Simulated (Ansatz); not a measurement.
Structures of CaMg: which is lowest?

Plane-wave DFT in Ansatz with scalar-relativistic PAW potentials, cutoff 420 eV, Γ-centred meshes chosen by cell and gap, Gaussian smearing with energies taken to zero width. Every cell was relaxed (cell and atoms) in a run of its own, within the symmetry of its start. Functional: LDA.

Relaxed structures (starts from databases or built by putting these elements on another compound's sites):
A. P4/mmm, 2 atoms in the computed cell, a = 3.874 Å, c = 3.829 Å; sites (symmetry × multiplicity) Ca 4/mmm × 1, Mg 4/mmm × 1; start: database
B. R-3m, 2 atoms in the computed cell, a = 3.592 Å, c = 16.214 Å; sites (symmetry × multiplicity) Ca -3m × 3, Mg -3m × 3; start: database

Task: Rank them by energy. Could pressure change the order?

Result:
| structure | group | E − E(lowest) (meV/atom) | V (Å³/atom) | gap on mesh (eV) |
| --- | --- | --- | --- | --- |
| A | P4/mmm | 0.0 | 28.73 | 0.00 |
| B | R-3m | 151 | 30.20 | 0.00 |

A is lowest, 151 meV/atom under B. The lowest is also the densest of these, so pressure wouldn't bring one of the others in at first order. Other structures may lie lower than all of these, and vibrations aren't counted.